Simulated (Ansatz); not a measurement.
Two-dimensional strain map in LiPb

Level of theory: Ansatz, DFT LDA, scalar-relativistic, plane waves, PAW. Settings: plane waves to 420 eV, k-mesh 15×15×15 (Γ-centred), Gaussian smearing 0.15 eV. Spin–orbit coupling is left out, which can shift energies with elements as heavy as these. No spin polarisation. Energies are free energies at this smearing, counted from the undisturbed cell; pressure is positive in compression.

The starting cell (as given, not relaxed at this level; it stands at -2.4 GPa, and it needn't be the usual structure):

```
CELL_PARAMETERS angstrom
2.49350 1.43962 2.06267
-2.49350 1.43962 2.06267
0.00000 -2.87925 2.06267
ATOMIC_POSITIONS crystal
Li 0.50000 0.50000 0.50000
Pb 0.00000 0.00000 0.00000
```

The cell is strained by p along both x and y and by q along z, fractional coordinates fixed. Points are written (p, q).

Energy above the undisturbed cell in meV/atom (a dash: not computed):

```csv
p \ q,-0.050,0.000,0.050
-0.050,7.1,-3.4,5.0
0.000,-9.1,0.0,25.5
0.050,?,53.1,?
```

Task: Fill in the withheld energies.

Result: (0.050, -0.050): 30.5; (0.050, 0.050): 90.2.